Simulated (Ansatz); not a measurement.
Total density of states per atom from plane-wave PAW r²SCAN (Ansatz code), in 0.25 eV bins, energy from the Fermi level:

```
E (eV) | states/eV/atom
    -7.85 |  0.00
    -7.60 |  0.00
    -7.35 |  0.00
    -7.10 |  0.00
    -6.85 |  0.00
    -6.60 |  0.00
    -6.35 |  0.00
    -6.10 |  0.00
    -5.85 |  0.00
    -5.60 |  0.00
    -5.35 |  0.00
    -5.10 |  0.00
    -4.85 | ########## 0.44
    -4.60 | ##################### 0.90
    -4.35 | ################### 0.81
    -4.10 | ########### 0.47
    -3.85 | ############# 0.54
    -3.60 | ######################### 1.07
    -3.35 | ############################# 1.26
    -3.10 | ######################### 1.06
    -2.85 | ##################### 0.89
    -2.60 | ############## 0.62
    -2.35 | ##################### 0.89
    -2.10 | ###################### 0.96
    -1.85 | ###################### 0.94
    -1.60 | ############################## 1.29
    -1.35 | ########################### 1.16
    -1.10 | ################## 0.76
    -0.85 | ###################### 0.95
    -0.60 | ################ 0.69
    -0.35 | ################### 0.80
    -0.10 | ##################### 0.92
     0.15 | ######### 0.40
     0.40 | ######## 0.36
     0.65 | ######### 0.39
     0.90 | ########## 0.44
     1.15 | ######### 0.40
     1.40 | ############# 0.55
     1.65 | ############### 0.66
     1.90 | ############## 0.62
     2.15 | ############### 0.64
     2.40 | ############### 0.64
     2.65 | ############ 0.54
     2.90 | ########## 0.45
     3.15 | ######## 0.32
     3.40 | ######### 0.39
     3.65 | ############### 0.64
     3.90 | ################ 0.69
     4.15 | ########################## 1.12
     4.40 | ############# 0.55
     4.65 | ############### 0.63
     4.90 | #################### 0.87
```

**Question.** Which of these materials gives this?
(A) Cu2SiTe3, Cc (Pearson symbol mS24)
(B) InPd2, Pnma (In on 4c, Pd on 4c, Pd on 4c)
(C) SiO2, P3_121 (Si on 3a, O on 6c)
(D) YSiRu, Pnma (Y on 4c, Si on 4c, Ru on 4c)

**Answer.** D, YSiRu, Pnma (Y on 4c, Si on 4c, Ru on 4c). Within 0.5 eV of the Fermi level: Ru 4d 40 %, Y 4d 31 %, Si 3p 20 %. Projections are on Löwdin-orthogonalised atomic valence shells; empty p or d shells of many metals are not among them.

The first step of the workflow began from a Materials Project structure, measured or hypothetical; the Crystallography Open Database copy checked does not list it. Whether it is the stable phase at ambient conditions was not checked. Symmetry was held in the r²SCAN relaxation; its stability against distortions is not shown here. The run is not spin-polarised. Spin–orbit coupling is left out wherever it is not named.

Potentials: the earlier of the program's two PAW sets.
